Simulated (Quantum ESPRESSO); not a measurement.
Band energies of WSe$_{2}$

```
WSe2
1.0
    3.27995     0.00000     0.00000
   -1.63998     2.84052     0.00000
    0.00000     0.00000    12.78121
Se W
4 2
Direct
  0.33333   0.66667   0.88184
  0.66667   0.33333   0.11816
  0.66667   0.33333   0.38184
  0.33333   0.66667   0.61816
  0.66667   0.33333   0.75000
  0.33333   0.66667   0.25000
```

PBE (stringent potentials; pw.x of Quantum ESPRESSO, ONCV potentials, no spin-orbit coupling); path ΓMKΓALHA,LM,KH; energies in eV from the valence-band maximum.

```csv
k (1/Å),point,band 58,band 59,band 60,band 61,band 62,band 63,band 64,band 65
0.00,Γ,-1.45,-1.45,-1.19,-0.96,0.00,2.63,2.63,2.67
0.37,,-2.04,-1.85,-1.15,-1.04,-0.71,1.63,2.18,2.20
0.74,,-1.97,-1.75,-1.60,-1.46,-1.40,1.51,1.90,2.12
1.11,M,-2.45,-1.49,-1.37,-1.30,-1.05,2.16,2.21,2.27
1.53,,-3.53,-2.70,-2.32,-0.74,-0.41,1.67,1.74,2.03
1.74,K,-3.96,-2.56,-2.56,-0.48,-0.19,1.38,1.38,1.74
1.93,,-3.69,-2.64,-2.30,-0.70,-0.44,1.51,1.74,1.88
2.29,,-2.61,-1.81,-1.78,-1.10,-1.03,0.88,1.93,2.07
2.66,,-2.23,-1.59,-1.14,-0.91,-0.67,1.60,2.09,2.19
3.02,Γ,-1.45,-1.45,-1.19,-0.96,0.00,2.63,2.63,2.67
3.02,A,-1.49,-1.49,-1.49,-0.20,-0.20,2.63,2.63,2.63
3.18,,-1.62,-1.52,-1.52,-0.29,-0.29,2.49,2.49,2.57
3.65,,-2.24,-1.68,-1.68,-1.43,-1.43,1.73,1.73,2.01
3.97,,-2.60,-1.45,-1.45,-1.26,-1.26,2.11,2.11,2.28
4.13,L,-2.63,-1.37,-1.37,-1.21,-1.21,2.18,2.18,2.52
4.29,,-2.62,-2.03,-2.03,-0.91,-0.91,2.12,2.12,2.55
4.61,,-3.41,-2.72,-2.72,-0.50,-0.50,1.59,1.59,2.45
4.77,H,-3.40,-2.80,-2.80,-0.36,-0.36,1.38,1.38,2.35
4.93,,-3.44,-2.68,-2.68,-0.54,-0.54,1.58,1.58,2.39
5.25,,-2.90,-2.00,-2.00,-1.02,-1.02,1.39,1.39,2.37
5.56,,-2.15,-1.55,-1.55,-0.99,-0.99,1.58,1.58,2.15
5.88,,-1.64,-1.51,-1.51,-0.29,-0.29,2.48,2.48,2.56
6.04,A,-1.49,-1.49,-1.49,-0.20,-0.20,2.63,2.63,2.63
6.04,L,-2.63,-1.37,-1.37,-1.21,-1.21,2.18,2.18,2.52
6.29,M,-2.45,-1.49,-1.37,-1.30,-1.05,2.16,2.21,2.27
6.29,K,-3.96,-2.56,-2.56,-0.48,-0.19,1.38,1.38,1.74
6.53,H,-3.40,-2.80,-2.80,-0.36,-0.36,1.38,1.38,2.35
```

The PBE gap is indirect, 0.88 eV, from Γ to 43 % of the way from K to Γ; the smallest direct gap is 1.56 eV.

Without spin-orbit coupling, band edges of such heavy elements can be off by tenths of an eV.

Geometry relaxed with PBE+D3(BJ).
